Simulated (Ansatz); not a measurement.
BiPt:
```cif
data_Bi2Pt2
_chemical_formula_sum 'Bi2 Pt2'
_space_group_name_H-M_alt 'P63/mmc'
_space_group_IT_number 194
_space_group_name_Hall '-P 6c 2c'
_cell_length_a 4.32834
_cell_length_b 4.32834
_cell_length_c 5.45175
_cell_angle_alpha 90.000
_cell_angle_beta 90.000
_cell_angle_gamma 120.000
loop_
_atom_site_label
_atom_site_type_symbol
_atom_site_symmetry_multiplicity
_atom_site_Wyckoff_symbol
_atom_site_fract_x
_atom_site_fract_y
_atom_site_fract_z
_atom_site_occupancy
Bi1 Bi 2 c 0.33333 0.66667 0.25000 1
Pt1 Pt 2 a 0.00000 0.00000 0.00000 1
```

Relaxed at zero pressure with the program Ansatz at the LDA level (PAW).

The volume is lowered by 9 % and shape and atoms relax at that volume. What pressure results, and how do the axes share the change?

15.7 GPa; a -3.5 %, b -3.5 %, c -2.2 %; the energy rises by 89 meV/atom.

Give the new structure.


Space group P6₃/mmc (No. 194); a = b = 4.1757 Å, c = 5.3304 Å, α = β = 90.00°, γ = 120.00°

```csv
atom,site,symmetry,x,y,z
Bi,2c,-6m2,0.3333,0.6667,0.2500
Pt,2a,-3m.,0.0000,0.0000,0.0000
```

The phase is kept; no other phase was compared at this pressure.

Space group P6_3/mmc (NiAs type). The workflow started from a Materials Project entry (that database holds measured and hypothetical structures alike); the Crystallography Open Database files this formula in space group No. 194, but the cells were not matched. Its standing as an ambient phase is unchecked. The LDA relaxation kept the symmetry of its start; of distortions, only those at the zone centre were tested. The run is not spin-polarised. Axis ratios of metals converge slowly with the k-mesh, so a and c are less sure than the volume. Spin–orbit coupling is left out wherever it is not named.

Potentials: the later of the program's two PAW sets.
